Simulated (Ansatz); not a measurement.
LiIn3:
```xyz
4
Lattice="4.5054 0.0000 0.0000 0.0000 4.5054 0.0000 0.0000 0.0000 4.5054" Properties=species:S:1:pos:R:3 pbc="T T T"
Li     2.2527     2.2527     2.2527
In     2.2527     0.0000     0.0000
In     0.0000     2.2527     0.0000
In     0.0000     0.0000     2.2527
```

This is the r²SCAN-relaxed structure.

All from DFT-r²SCAN in the program Ansatz with PAW potentials, unless another level is named. Predict the density of states at the Fermi level.

0.40 states/eV per atom (mean over ±0.08 eV).

Next, the formation energy from the elements (no fitted shifts)?

-0.20 eV/atom.

Space group Pm-3m (Cu3Au type). The workflow started from a Materials Project entry (that database holds measured and hypothetical structures alike); the Crystallography Open Database copy checked does not list it. With Li and In taken as one species the cell has the higher symmetry Fm-3m, so it may be an ordered model of a mixed-site phase. Its standing as an ambient phase is unchecked. Symmetry was held in the r²SCAN relaxation; whether a distortion lowers the energy is not shown. The references are the lowest solids computed at this level, not always the standard phases. Scalar-relativistic: spin–orbit coupling is off unless named, which matters more the heavier the elements.

Potentials: the later of the program's two PAW sets.
